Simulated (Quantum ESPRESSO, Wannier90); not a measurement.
# Al$_{2}$HgS$_{4}$ (I-4): Wannier90 run

Materials Project entry mp-7906; symmetrised, unrelaxed at this level. COD (Crystallography Open Database) has an entry of this formula and space group (matched by these alone). Method: PBEsol plane waves in Quantum ESPRESSO 7.5 (PseudoDojo norm-conserving files, 53 Ry, no spin polarisation, no spin-orbit coupling), Bloch states on a 4×4×4 mesh through Γ, Wannier90 4.0.1. Density: 6×6×6 mesh, cold smearing 0.01 Ry. Spin-orbit coupling is left out although heavy elements are present.

On the energy scale of pw.x, whose zero is arbitrary, the valence-band maximum lies at 4.60 eV.

Input w.win:

```
num_bands = 5
num_wann = 5
exclude_bands = 1-8,14-53
num_iter = 1000
conv_tol = 1.0e-6
conv_window = 4
write_hr = true
write_u_matrices = true
auto_projections = true
begin unit_cell_cart
ang
    5.5758300000    0.0000000000    0.0000000000
    0.0000000000    5.5758300000    0.0000000000
   -2.7879150000   -2.7879150000    5.1229900000
end unit_cell_cart
begin atoms_frac
Al  -0.2500000000  0.2500000000  0.5000000000
Al   0.5000000000  0.5000000000  0.0000000000
Hg   0.0000000000  0.0000000000  0.0000000000
S   -0.4025400000  0.1453600000 -0.2707200000
S    0.4160800000  0.4025400000  0.2707200000
S    0.1318200000 -0.4160800000 -0.2707200000
S   -0.1453600000 -0.1318200000  0.2707200000
end atoms_frac
mp_grid = 4 4 4
begin kpoints
0.0000000000 0.0000000000 0.0000000000
0.0000000000 0.0000000000 0.2500000000
0.0000000000 0.0000000000 0.5000000000
... (61 more lines: the 4x4x4 mesh through Gamma)
end kpoints
```

Input of pw2wannier90.x that gives the overlap and projection files (equivalent; here they were cut from one run over all bands):

```
&inputpp
  outdir = './out'
  prefix = 'pwscf'
  seedname = 'w'
  write_amn = .true.
  write_mmn = .true.
  atom_proj = .true.
  atom_proj_exclude = 1 2 3 4 5 6 7 8 9 10 11 12 18 19 20 21 22 23 24 25 26 27 28 29 30 31 32 33 34
/
```

Output w.wout (banner and timings cut):

```
                                    ------
                                    SYSTEM
                                    ------

                              Lattice Vectors (Ang)
                    a_1     5.575830   0.000000   0.000000
                    a_2     0.000000   5.575830   0.000000
                    a_3    -2.787915  -2.787915   5.122990

                   Unit Cell Volume:     159.27315  (Ang^3)

                        Reciprocal-Space Vectors (Ang^-1)
                    b_1     1.126861  -0.000000   0.613234
                    b_2    -0.000000   1.126861   0.613234
                    b_3     0.000000   0.000000   1.226468

 *----------------------------------------------------------------------------*
 |   Site       Fractional Coordinate          Cartesian Coordinate (Ang)     |
 +----------------------------------------------------------------------------+
 | al   1  -0.25000   0.25000   0.50000   |   -2.78791   0.00000   2.56149    |
 | al   2   0.50000   0.50000   0.00000   |    2.78791   2.78791   0.00000    |
 | hg   1   0.00000   0.00000   0.00000   |    0.00000   0.00000   0.00000    |
 | s    1  -0.40254   0.14536  -0.27072   |   -1.48975   1.56525  -1.38690    |
 | s    2   0.41608   0.40254   0.27072   |    1.56525   1.48975   1.38690    |
 | s    3   0.13182  -0.41608  -0.27072   |    1.48975  -1.56525  -1.38690    |
 | s    4  -0.14536  -0.13182   0.27072   |   -1.56525  -1.48975   1.38690    |
 *----------------------------------------------------------------------------*
                                ------------
                                K-POINT GRID
                                ------------

             Grid size =  4 x  4 x  4      Total points =   64

 *---------------------------------- MAIN ------------------------------------*
 |  Number of Wannier Functions               :                 5             |
 |  Number of Objective Wannier Functions     :                 5             |
 |  Number of input Bloch states              :                 5             |
 |  Output verbosity (1=low, 5=high)          :                 1             |
 |  Timing Level (1=low, 5=high)              :                 1             |
 |  Optimisation (0=memory, 3=speed)          :                 3             |
 |  Length Unit                               :               Ang             |
 |  Post-processing setup (write *.nnkp)      :                 F             |
 |  Using Gamma-only branch of algorithms     :                 F             |
 *----------------------------------------------------------------------------*
 *------------------------------- WANNIERISE ---------------------------------*
 |  Total number of iterations                :              1000             |
 |  Number of CG steps before reset           :                 5             |
 |  Trial step length for line search         :             2.000             |
 |  Convergence tolerence                     :         0.100E-05             |
 |  Convergence window                        :                 4             |
 |  Iterations between writing output         :                 1             |
 |  Iterations between backing up to disk     :               100             |
 |  Write r^2_nm to file                      :                 F             |
 |  Write xyz WF centres to file              :                 F             |
 |  Write on-site energies <0n|H|0n> to file  :                 F             |
 |  Use guiding centre to control phases      :                 F             |
 |  Use phases for initial projections        :                 F             |
 *----------------------------------------------------------------------------*
 *-------------------------------- PLOTTING ----------------------------------*
 |  Plotting Hamiltonian in WF basis          :                 T             |
 *----------------------------------------------------------------------------*

       ... (k-mesh section left out)

 Starting a new Wannier90 calculation ...

 Reading overlaps from w.mmn

 Reading projections from w.amn

 *------------------------------- WANNIERISE ---------------------------------*
 +--------------------------------------------------------------------+<-- CONV
 | Iter  Delta Spread     RMS Gradient      Spread (Ang^2)            |<-- CONV
 +--------------------------------------------------------------------+<-- CONV

 ------------------------------------------------------------------------------
 Initial State
  WF centre and spread    1  (  0.000000,  0.000000,  0.000000 )     2.96245574
  WF centre and spread    2  (  0.000000,  0.000000, -0.005309 )     3.11506898
  WF centre and spread    3  ( -0.000000,  0.000000,  0.005309 )     3.11506898
  WF centre and spread    4  (  0.000000,  0.000000,  0.000000 )     1.74179434
  WF centre and spread    5  ( -0.000000, -0.000000, -0.000000 )     3.21468840
  Sum of centres and spreads (  0.000000,  0.000000,  0.000000 )    14.14907644

      0     0.141E+02     0.0000000000       14.1490764444  <-- CONV
        O_D=      0.0602733 O_OD=      0.9036645 O_TOT=     14.1490764 <-- SPRD
 ------------------------------------------------------------------------------
      1    -0.511E-01     0.3532084958       14.0979948751  <-- CONV
        O_D=      0.0583042 O_OD=      0.8545520 O_TOT=     14.0979949 <-- SPRD
      2    -0.542E-02     0.1238990346       14.0925758253  <-- CONV
        O_D=      0.0577269 O_OD=      0.8497103 O_TOT=     14.0925758 <-- SPRD
      3    -0.674E-03     0.0454324283       14.0919016518  <-- CONV
        O_D=      0.0576355 O_OD=      0.8491275 O_TOT=     14.0919017 <-- SPRD
      4    -0.710E-04     0.0143388141       14.0918306743  <-- CONV
        O_D=      0.0576401 O_OD=      0.8490519 O_TOT=     14.0918307 <-- SPRD
      5    -0.164E-04     0.0067001776       14.0918142498  <-- CONV
        O_D=      0.0576536 O_OD=      0.8490220 O_TOT=     14.0918142 <-- SPRD
       ... (lines left out)
    100    -0.762E-05     0.0030792544       14.0455239277  <-- CONV
        O_D=      0.0575446 O_OD=      0.8028407 O_TOT=     14.0455239 <-- SPRD
       ... (lines left out)
    166    -0.425E-06     0.0007586805       14.0449068498  <-- CONV
        O_D=      0.0564997 O_OD=      0.8032685 O_TOT=     14.0449068 <-- SPRD
    167    -0.912E-06     0.0009457937       14.0449059382  <-- CONV
        O_D=      0.0564923 O_OD=      0.8032750 O_TOT=     14.0449059 <-- SPRD
    168    -0.889E-06     0.0019090524       14.0449050494  <-- CONV
        O_D=      0.0564922 O_OD=      0.8032742 O_TOT=     14.0449050 <-- SPRD
             <<<     Delta < 1.000E-06  over  4 iterations     >>>
             <<< Wannierisation convergence criteria satisfied >>>
 Final State
  WF centre and spread    1  ( -0.000000, -0.000001,  0.000000 )     2.93552614
  WF centre and spread    2  (  0.000013,  0.000008,  0.153686 )     3.08807239
  WF centre and spread    3  ( -0.000006,  0.000010, -0.153686 )     3.08807239
  WF centre and spread    4  (  0.000000, -0.000003, -0.000000 )     1.65226718
  WF centre and spread    5  ( -0.000007, -0.000014, -0.000000 )     3.28096694
  Sum of centres and spreads (  0.000000,  0.000000,  0.000000 )    14.04490505

         Spreads (Ang^2)       Omega I      =    13.185138647
        ================       Omega D      =     0.056492223
                               Omega OD     =     0.803274180
    Final Spread (Ang^2)       Omega Total  =    14.044905049
```
